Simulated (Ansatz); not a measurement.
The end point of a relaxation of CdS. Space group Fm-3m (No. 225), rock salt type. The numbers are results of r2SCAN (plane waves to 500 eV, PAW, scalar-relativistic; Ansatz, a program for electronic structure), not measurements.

```cif
data_CdS
_chemical_formula_sum 'Cd1 S1'
_space_group_name_H-M_alt 'P 1'
_space_group_IT_number 1
_cell_length_a 3.85630
_cell_length_b 3.85630
_cell_length_c 3.85630
_cell_angle_alpha 60.000
_cell_angle_beta 60.000
_cell_angle_gamma 60.000
loop_
_space_group_symop_operation_xyz
  'x, y, z'
loop_
_atom_site_label
_atom_site_type_symbol
_atom_site_fract_x
_atom_site_fract_y
_atom_site_fract_z
_atom_site_occupancy
Cd1 Cd 0.50000 0.50000 0.50000 1
S1 S 0.00000 0.00000 0.00000 1
```

Task: What is the computed band gap (r2SCAN)?

Result: 0.75 eV, indirect (valence top at k = (0, 0.2, -0.2), conduction bottom at X) (no spin-orbit coupling).

Task: What smallest direct gap does r2SCAN give?

Result: 2.39 eV at Γ.

No spin polarisation in the result.

The run could not lose the symmetry of its start; a randomly shaken copy of 4 atoms returns to this structure.

The relaxed structure has the type that CdS is known to take under pressure; here it was relaxed at zero pressure, from a generated start.
